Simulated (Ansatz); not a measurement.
**Question.** Volume from LDA minus that from r²SCAN (% of the latter), each on its own relaxed cell (Ansatz, a quantum-chemistry and plane-wave program, plane waves, PAW; no spin–orbit coupling, no Hubbard U), over 149 phases of the class «crystals with elements from indium on»: what sign and size do you expect?

**Answer.** Mean -5.6 %, median -4.7 %, mean absolute 5.6 %; eight in ten lie between -9.1 and -2.9 %, and 0 % are above zero.

Some cases that may be named, with their rank among the 149 from the lowest: Cs, fcc (Cu type) -21.6 % (rank 1); I, molecular I2 type -16.7 % (rank 2); InPd, CsCl type -4.7 % (rank 74); In2Au, fluorite or antifluorite type -4.7 % (rank 75); Si2W, MoSi2 or CaC2 type -2.0 % (rank 148); SnO2, rutile -1.9 % (rank 149).

The phases are those computed here (of each formula those with measured values and the lowest at some level), not a balanced benchmark, and neither functional is the truth. Pairs that end in unlike spin orders or unlike minima (c/a over 6 % apart, 30 % for weakly bound crystals), magnets with 4f shells, solids of gases and phases set aside for tests are left out.

1 hold 4f electrons in the valence, where a lower state may exist. 9 are weakly bound layers, chains or molecules.

Not the usual ambient phase: Cs, fcc (Cu type). Standing as an ambient phase not checked: In2Au, fluorite or antifluorite type. Weakly bound layers, chains or molecules computed without a dispersion correction, so cells and soft constants are ill determined: I, molecular I2 type with LDA; I, molecular I2 type with r²SCAN. All cells were relaxed under the symmetry of their starts (and spin orders); stability against distortions was not tested throughout. Named crystals with no word on spin ran without spin polarisation. Scalar-relativistic: spin–orbit coupling is off unless named, which matters more the heavier the elements.

Potentials: the later of the program's two PAW sets.

Ansatz is a plane-wave DFT program.
